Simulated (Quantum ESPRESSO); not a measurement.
Inputs of pw.x and gipaw.x (a modified build of Quantum ESPRESSO, PBE) for AlAs; the starting potential comes from an earlier run on another mesh:

```
&CONTROL
  calculation = 'scf'
  prefix = 'x'
  pseudo_dir = './pseudo'
  outdir = './out'
  tprnfor = .true.
/
&SYSTEM
  ibrav = 0
  nat = 2
  ntyp = 2
  ecutwfc = 40
  ecutrho = 160
  occupations = 'fixed'
  nbnd = 9
/
&ELECTRONS
  conv_thr = 1e-11
  startingpot = 'file'
/
ATOMIC_SPECIES
Al 26.982 Al.GGA_PBE-JTH.UPF
As 74.922 As.GGA_PBE-JTH.UPF
CELL_PARAMETERS angstrom
    0.000000000000     2.830400000000     2.830400000000
    2.830400000000     0.000000000000     2.830400000000
    2.830400000000     2.830400000000     0.000000000000
ATOMIC_POSITIONS crystal
Al     0.000000000000     0.000000000000     0.000000000000
As     0.250000000000     0.250000000000     0.250000000000
K_POINTS automatic
8 8 8 1 1 1
```

```
&INPUTGIPAW
  job = 'nmr'
  prefix = 'x'
  tmp_dir = './out/'
  restart_mode = 'from_scratch'
  pawproj(1) = .true.
  pawproj(2) = .true.
  use_nmr_macroscopic_shape = .false.
/
```

The cell was made here from an entry of the Crystallography Open Database (unchecked): atoms relaxed with PBE in the measured cell (PBE without dispersion, pw.x of Quantum ESPRESSO, symmetry kept).  Stability against distortions was not tested.

**Question.** Give the final section of the GIPAW output.

**Answer.** 
```
     f-sum rule (should be    -9.0929):
            -9.0930         -0.0000         -0.0000
            -0.0000         -9.0930         -0.0000
            -0.0000         -0.0000         -9.0930

     Total NMR chemical shifts in ppm: ---------------------------------------
     (adopting the Simpson convention for anisotropy and asymmetry)-----------

     Atom  1  Al  pos: (  0.000000  0.000000  0.000000)  Total sigma:         396.48
           396.4841          0.0000          0.0000
            -0.0000        396.4841          0.0000
            -0.0000          0.0000        396.4841

     Al      1    anisotropy:      0.00    eta:    0.0000
     Al      1    sigma_11=    396.48
     Al      1    sigma_22=    396.48
     Al      1    sigma_33=    396.48

     Atom  2  As  pos: (  0.353553  0.353553  0.353553)  Total sigma:        1575.06
          1575.0582         -0.0000         -0.0000
            -0.0000       1575.0582         -0.0000
            -0.0000         -0.0000       1575.0582

     As      2    anisotropy:     -0.00    eta:    0.0000
     As      2    sigma_11=   1575.06
     As      2    sigma_22=   1575.06
     As      2    sigma_33=   1575.06
```
The printed anisotropy is 3/2 (σ_33 − σ_iso) in the program's own order; the axes are left out here. All sites are cubic, so the anisotropy vanishes by symmetry. These are absolute shieldings with no macroscopic susceptibility term; δ = σ_ref − σ needs a reference computed alike. In our sweeps, cutoffs and meshes of this size left a few ppm, and up to some 20 ppm on atoms from Zn on. The datasets of Al hold no d projectors, which limits absolute σ on these atoms.
